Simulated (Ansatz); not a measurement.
Cu3Au:
Space group Pm-3m (No. 221); a = 3.7130 Å, b = 3.7130 Å, c = 3.7130 Å, α = 90.00°, β = 90.00°, γ = 90.00°

| atom | site | symmetry | x | y | z |
|---|---|---|---|---|---|
| Cu | 3c | 4/mm.m | 0.0000 | 0.5000 | 0.5000 |
| Au | 1a | m-3m | 0.0000 | 0.0000 | 0.0000 |

This is the PBEsol-relaxed structure.

Q: All from PBEsol in the plane-wave PAW code Ansatz, unless another level is named. Predict the formation energy from the elements (no fitted shifts).

A: -0.044 eV/atom.

Q: Predict the density of states at the Fermi level.

A: 0.26 states/eV per atom (mean over ±0.08 eV).

The PBEsol relaxation kept the symmetry of its start. The run is not spin-polarised. The references are the lowest solids computed at this level, not always the standard phases. Scalar-relativistic: spin–orbit coupling is off unless named, which matters more the heavier the elements.

Potentials: the earlier of the program's two PAW sets. The files were generated under PBE; for other functionals the program regenerates the frozen cores, and for LDA and PBEsol the local potential too.
